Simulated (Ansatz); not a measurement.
MgZn₂O₃:
```xyz
6
Lattice="3.0088 0.0000 0.0000 -1.5044 2.6057 0.0000 0.0000 0.0000 7.3341" Properties=species:S:1:pos:R:3 pbc="T T T"
Mg     0.0000     0.0000     0.0000
Zn     0.0000     1.7371     4.9009
Zn     1.5044     0.8686     2.4332
O      0.0000     1.7371     1.1862
O      1.5044     0.8686     6.1479
O      0.0000     0.0000     3.6670
```

Relaxed with PBEsol. Independent-particle spectrum: no excitons, no local fields, no scissors shift; 0.1 eV broadening; ε₁ of the summed bands alone.

Task: Tabulate the dielectric function from the program Ansatz at the PBEsol level (PAW).

Result: 

| E (eV) | ε₁ xx | ε₂ xx | ε₁ zz | ε₂ zz |
|---|---|---|---|---|
| 0.0 | 4.43 | 0.00 | 4.43 | 0.00 |
| 0.5 | 4.45 | 0.00 | 4.45 | 0.00 |
| 1.0 | 4.51 | 0.00 | 4.51 | 0.00 |
| 1.5 | 4.62 | 0.00 | 4.62 | 0.00 |
| 2.0 | 4.82 | 0.01 | 4.81 | 0.00 |
| 2.5 | 5.17 | 0.04 | 5.17 | 0.01 |
| 3.0 | 5.96 | 0.66 | 5.90 | 0.73 |
| 3.5 | 5.53 | 1.50 | 5.57 | 1.38 |
| 4.0 | 5.23 | 1.63 | 5.36 | 1.69 |
| 4.5 | 5.34 | 1.86 | 5.24 | 1.93 |
| 5.0 | 5.27 | 2.27 | 5.23 | 2.16 |
| 5.5 | 5.33 | 2.62 | 5.42 | 2.62 |
| 6.0 | 4.67 | 3.34 | 5.09 | 2.97 |
| 6.5 | 3.98 | 3.72 | 4.25 | 4.47 |
| 7.0 | 3.77 | 3.25 | 3.32 | 3.55 |
| 7.5 | 4.14 | 3.31 | 3.61 | 3.43 |
| 8.0 | 3.06 | 5.59 | 3.04 | 4.44 |
| 8.5 | 1.70 | 3.78 | 1.79 | 3.69 |
| 9.0 | 1.85 | 3.94 | 2.21 | 3.84 |
| 9.5 | 1.48 | 3.49 | 2.14 | 2.83 |
| 10.0 | 1.53 | 2.60 | 1.97 | 3.35 |
| 10.5 | 2.12 | 2.40 | 2.12 | 3.02 |
| 11.0 | 2.92 | 3.07 | 1.89 | 3.04 |
| 11.5 | 3.02 | 3.65 | 2.66 | 3.11 |
| 12.0 | 2.05 | 3.87 | 2.88 | 3.84 |

Task: From ε at 3.8 eV (xx: 5.30 + 1.61i), find n, k, the normal reflectivity and the absorption coefficient.

Result: n = 2.33, k = 0.346, R = 17 %, α = 2kE/ħc = 130000 cm⁻¹.

With all bands, ε∞ without local fields is 4.66 (xx = yy), 4.66 (zz). DFPT, with local fields, gives 4.57 (xx = yy), 4.44 (zz).

Space group P-3m1. The workflow started from a Materials Project entry (that database holds measured and hypothetical structures alike); the Crystallography Open Database copy checked does not list it. With Mg and Zn taken as one species the cell has the higher symmetry Fm-3m, so it may be an ordered model of a mixed-site phase. Its standing as an ambient phase is unchecked. The cell was relaxed with PBEsol under the symmetry of its start; of distortions, only those at the zone centre were tested.

Potentials: the later of the program's two PAW sets.
